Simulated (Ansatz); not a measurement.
Yb (fcc, Cu type), conventional cell a = b = c = 5.2015 Å, α = β = γ = 90.00°. The calculation uses the primitive cell of 1 atom, to which meshes and values per cell refer.

This relaxed cell (volume V₀) is scaled evenly in all directions, its shape held. Symmetry pins the atoms to their sites.

Calculation: r2SCAN (plane waves to 500 eV, PAW, scalar-relativistic; Ansatz, a quantum-chemistry and plane-wave program). k mesh 15×15×15 (Γ-centred), Fermi-Dirac smearing 0.05 eV. The energy includes the smearing's −TS. Compression counts positive. The relaxed volume of Yb is well below the measured one. Yb is run without spin polarisation. Yb was relaxed with its symmetry unable to fall. The filling of the f shell was not checked against other fillings, so treat energies with care. ΔE is measured from the relaxed starting cell.

```tsv
a (Å)	P (GPa)	ΔE (eV/atom)
5.0220	2.5	(withheld)
5.0681	1.8	0.014
5.1133	1.1	0.006
5.1578	0.5	0.001
5.2015	0.0	0.000
5.2445	-0.5	0.001
5.2868	-0.9	0.005
5.3284	-1.3	0.011
5.3694	-1.6	0.019
```

Question: Fill in the missing entries.

Answer: 
- 5.0220, ΔE (eV/atom): 0.026

(A scan under strain: stresses follow from slopes of the energy per volume, elastic moduli from its curvatures.)
